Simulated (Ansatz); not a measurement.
**Property card for Co$_{5}$Ru**

Theory: Ansatz, DFT PBE, scalar-relativistic, plane waves, PAW.

Cutoff 420 eV; k points 12×12×10 on the computed 6-atom cell (Γ-centred); Gaussian smearing, width 0.10 eV; collinear spin from starting moments 1.4 1.4 1.8 1.8 1.8 0.3 μB.

The structure is relaxed at this level of theory with its symmetry kept, and needn't be the ground state of this composition.

Space group P-62m (No. 189), hexagonal, a = 4.384 Å, c = 4.092 Å. Co on a site of symmetry -6 is surrounded by 9 Co at 2.50–2.53 Å and 3 Ru at 2.53 Å; Co on a site of symmetry m2m is surrounded by 10 Co at 2.50–2.59 Å and 2 Ru at 2.54 Å; around Ru lie 12 Co at 2.53–2.54 Å.

| Property | Result |
| --- | --- |
| Volume per atom | 11.35 Å³ |
| Formation energy from the elements' standard states (uncorrected) | +0.098 eV/atom |
| Kohn–Sham band gap | none (metal) |
| Density of states at the Fermi level | 11.6 states/eV per cell |
| Orbital (Löwdin) character within 0.5 eV of the Fermi level | Co 3d 76 %, Ru 4d 18 % |
| Bader charge by site (e) | Co (2 in the cell) 0.02, Co (3 in the cell) 0.07, Ru (1 in the cell) -0.24 |
| Total moment | 7.48 μB per cell |
| Moment by site (μB) | Co1 1.30, Co2 1.30, Co3 1.64, Co4 1.64, Co5 1.64, Ru6 0.26 |

Only this magnetic start was tried.

The cell was found from a structure generator's guess, not taken from experiment. Löwdin shares on free-atom orbitals overweight diffuse shells.
